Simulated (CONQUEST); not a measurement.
CONQUEST run on TiSi₂ (Cmcm, 12 atoms in the cell; from Materials Project mp-1077503, changed as shown): self-consistent single point.

Method: PBE, numerical atomic orbitals double-zeta with polarisation (the shipped basis), PseudoDojo norm-conserving potentials made for PBE (CONQUEST).

The change in words: lattice scaled by 0.98. Reference geometry (Cmcm):
```yaml
crystal:
  lattice:
    - [3.53021, 0.00000, 0.00000]
    - [0.00000, 13.51856, 0.00000]
    - [0.00000, 0.00000, 3.56517]
  atoms:
    - { symbol: Ti, position: [0.50000, 0.60312, 0.75000] }
    - { symbol: Ti, position: [0.00000, 0.89688, 0.25000] }
    - { symbol: Ti, position: [0.00000, 0.10312, 0.75000] }
    - { symbol: Ti, position: [0.50000, 0.39688, 0.25000] }
    - { symbol: Si, position: [0.50000, 0.94175, 0.75000] }
    - { symbol: Si, position: [0.00000, 0.55825, 0.25000] }
    - { symbol: Si, position: [0.00000, 0.75031, 0.75000] }
    - { symbol: Si, position: [0.50000, 0.74969, 0.25000] }
    - { symbol: Si, position: [0.00000, 0.44175, 0.75000] }
    - { symbol: Si, position: [0.50000, 0.05825, 0.25000] }
    - { symbol: Si, position: [0.50000, 0.25031, 0.75000] }
    - { symbol: Si, position: [0.00000, 0.24969, 0.25000] }
```

Reference input (self-consistent single point, DFT, PBE, numerical atomic orbitals double-zeta with polarisation (the shipped basis), PseudoDojo norm-conserving potentials made for PBE): basis = DZP; Diag.MPMeshX, Y, Z = 6 2 6; potentials = PseudoDojo norm-conserving PBE; Grid.GridCutoff = 175 Ha; DM.SolutionMethod = diagon; Diag.kT = 0.001837 Ha; Diag.GammaCentred = true; minE.SCTolerance = 1.0e-06; SC.MaxIters = 100; SC.LinearMixingFactor = 0.5; SC.KerkerPreCondition = true; SC.KerkerFactor = 0.1 1/bohr. This run's input differs from it in these lines:

```diff
@@ -30,5 +30,5 @@
 # file: input.coords
-     6.671130062      0.000000000      0.000000000
-     0.000000000     25.546375999      0.000000000
-     0.000000000      0.000000000      6.737194888
+     6.537707839      0.000000000      0.000000000
+     0.000000000     25.035448857      0.000000000
+     0.000000000      0.000000000      6.602451746
 12
```

Output (repeated stretches shortened):

```
    PulayMixSC: Starting Pulay mixing, A_up =  0.500 A_dn =  0.500
    PulayMixSC: Spin non-polarised calculation.
    PulayMixSC: with Kerker preconditioning, q0 =  0.100
          Harris-Foulkes Energy            :      -271.433579380393269 Ha
          Free Energy (E-TS)               :      -271.434689445122899 Ha
    PulayMixSC: Pulay iteration     1 residual:              0.14039E-02
          Harris-Foulkes Energy            :      -271.419542468465011 Ha
          Free Energy (E-TS)               :      -271.420704992740298 Ha
    PulayMixSC: Pulay iteration     2 residual:              0.69683E-03
   [... lines left out ...]
          Free Energy (E-TS)               :      -271.417952454963086 Ha
    PulayMixSC: Pulay iteration     6 residual:              0.31478E-05
          Harris-Foulkes Energy            :      -271.416815504508975 Ha
          Free Energy (E-TS)               :      -271.417952282612703 Ha
    PulayMixSC: Pulay iteration     7 residual:              0.10610E-05
          Harris-Foulkes Energy            :      -271.416815860790791 Ha
          Free Energy (E-TS)               :      -271.417952498661805 Ha
    PulayMixSC: Pulay iteration     8 residual:              0.22190E-06
    PulayMixSC: Reached SCF tolerance of  0.22190E-06 after      8 iterations
      | Number of electrons      =        80.000131
      | GS Energy as E-(1/2)TS   =      -271.417384179726298 Ha
      | Free Energy as E-TS      =      -271.417952498661805 Ha
      |* Harris-Foulkes energy   =      -271.416815860790791 Ha
      |* DFT total energy        =      -271.416815860529368 Ha

    force: Forces on atoms (Ha/a0)
    force:  Atom   X              Y              Z
    force:     1  -0.0000000000  -0.0068291794  -0.0000000000
    force:     2  -0.0000000000   0.0068291794  -0.0000000000
    force:     3  -0.0000000000  -0.0068291794  -0.0000000000
    force:     4  -0.0000000000   0.0068291794   0.0000000000
    force:     5  -0.0000000000  -0.0095157794   0.0000000000
    force:     6   0.0000000000   0.0095157794   0.0000000000
   [... lines left out ...]
    force:    12  -0.0000000000  -0.0010963560  -0.0000000000

    force: Maximum force :        0.00951578(Ha/a0) on atom        10 in y direction
    force: Force Residual:        0.00679190 Ha/a0
    force: Total stress:        -14.36827656   -13.26233543   -15.35748498 GPa
    force: Average pressure:     14.32936566 GPa

    get_E_and_F: Change in energy during last step of electronic optimisation: -0.35628E-06
```

The run converged in 8 iterations. CONQUEST prints the stress tensor with tension positive. Against the reference run the free energy goes up by 47.7 meV/atom, the pressure goes from 4.45 to 14.33 GPa and the largest force goes from 0.246 to 0.489 eV/Å.

The program uses no crystal symmetry, so grid and mesh can part values that symmetry would make equal. The atom-centred basis is finite, which shifts total energies, pressures and forces against plane waves. The structure comes from a collection of computed structures, made at another level of theory; the collection holds predicted forms beside known ones. No clean gap shows at this smearing width and mesh (spacing up to 0.30 Å⁻¹); the mesh is coarse for partly filled bands, so the values carry mesh errors.

Cost on one core: around 4 core-minutes (rough).
